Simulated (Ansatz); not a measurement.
**How far is PAW off for Cu?**

```
Cu
1.0
    -0.01808    1.79846    1.79846
     1.79846   -0.01808    1.79846
     1.79846    1.79846   -0.01808
Cu
1
Direct
  0.00000 0.00000 0.00000
```

Conventional cell: a = 2.569 Å, b = 2.569 Å, c = 6.199 Å, α = 90.00°, β = 90.00°, γ = 120.00°. Cu (atom 1) has 12 Cu at 2.54 to 2.57 Å as nearest neighbours.

The cell comes from COD entry 5000216, which wasn't checked; take it as a given geometry. The listed cell was then made from it by scaling, straining or moving an atom.

Levels of theory: DFT, PBEsol, PAW with Ansatz's default frozen-core files, scalar-relativistic (Ansatz 0.2.0); DFT, PBEsol, all-electron PAW with datasets made for the crystal, scalar-relativistic (Ansatz 0.2.0); DFT, PBEsol, all-electron LAPW, scalar-relativistic (Ansatz 0.2.0).

For PAW: a Γ-centred 17×17×17 k mesh, Fermi–Dirac smearing of 0.03 eV, cutoff 420 eV, no spin polarisation; the PAW files were made with PBE, and the program remakes their frozen cores for this functional. The crystal-made all-electron datasets (AE datasets) take a cutoff of 300 eV at this cell. LAPW targets a basis error of 0.25 meV/atom. The Ansatz runs share mesh, smearing and spin set-up. Plane-wave (PAW) pressures include the program's estimate of the Pulay term.

Stress and pressure are positive in compression.

The change that made this cell: equal xy, yz and zx engineering shear strains of -1 %.

```json
{"quantity": "pressure (GPa)", "PAW": "-6.62", "AE datasets": "-6.62", "LAPW": "-6.62"}
{"quantity": "stress yz (GPa)", "PAW": "0.75", "AE datasets": "0.75", "LAPW": "0.75"}
{"quantity": "stress xz (GPa)", "PAW": "0.75", "AE datasets": "0.75", "LAPW": "0.75"}
{"quantity": "stress xy (GPa)", "PAW": "0.75", "AE datasets": "0.75", "LAPW": "0.75"}
```

PAW's pressure differs from the LAPW value by about 0.01 GPa or less.
